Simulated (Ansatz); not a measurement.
Name crystals whose computed values (DFT-LDA in the program Ansatz with PAW potentials) fall in these windows: Θ_D (K) 130 to 170; G_Hill (GPa) 6.5 to 8.7.



```csv
crystal,Θ_D (K),G_Hill (GPa)
"Sr, bcc (W type)",143,7.5
"RbBr, rock salt",148,8.1
"RuBr3, P6_3/mcm (Ru on 2b, Br on 6g)",135,7.9
"Sr, hcp (Mg type)",138,6.9
"KI, rock salt",142,7.4
```
Others may fit too.

Not the usual ambient phase: Sr, bcc (W type); Sr, hcp (Mg type). Relaxed far from the usual cell of the phase: Sr, bcc (W type). Standing as an ambient phase not checked: RuBr3, P6_3/mcm (Ru on 2b, Br on 6g). Weakly bound layers, chains or molecules computed without a dispersion correction, so cells and soft constants are ill determined: RuBr3, P6_3/mcm (Ru on 2b, Br on 6g). All cells were relaxed under the symmetry of their starts (and spin orders); stability against distortions was not tested throughout. Rows with no word on spin ran without spin polarisation. Scalar-relativistic: spin–orbit coupling is off unless named, which matters more the heavier the elements.

Potentials: the later of the program's two PAW sets.
